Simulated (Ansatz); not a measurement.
## HfZr2Te6: rattling a relaxed structure

The cell was found from a structure generator's guess, not taken from experiment.

All numbers below come from DFT PBE, scalar-relativistic, plane waves, PAW (Ansatz). Settings: cutoff 420 eV, Γ-centred mesh 6×6×6 on the computed 9-atom cell, Gaussian smearing of 0.10 eV; no spin polarisation.

The cell below (9 atoms, space group P-31m (No. 162)) is relaxed within its symmetry.

```
Zr Hf Te
1.0
     6.89442    0.00000    0.00000
    -3.44721    5.97074    0.00000
     0.00000    0.00000    7.11338
Zr Hf Te
2 1 6
Direct
  0.33333 0.66667 0.00000
  0.66667 0.33333 0.00000
  0.00000 0.00000 0.00000
  0.66874 0.00000 0.74895
  0.33126 0.33126 0.74895
  0.00000 0.66874 0.74895
  0.33126 0.00000 0.25105
  0.00000 0.33126 0.25105
  0.66874 0.66874 0.25105
```

For the test it was strained at random (σ = 1.5 % a component), the atoms were moved at random (σ = 0.05 Å), and all was relaxed again on a coarse 6×6×4 mesh (in the run’s order of axes) with 0.20 eV smearing, with no symmetry imposed.

Weakly bound directions are ill-defined at this level, which has no dispersion term. Spin–orbit coupling, which can matter for Hf and Te, is left out.

Question: What happens?

Answer: It returns, within 1 meV/atom of the unmoved cell on that mesh and with the same symmetry when read at 0.1 Å (P-1 at 0.01 Å, so small strains and shifts remain). So it is stable against the distortions that fit this cell and that this random move excites. Modes that don't fit the cell aren't tested.
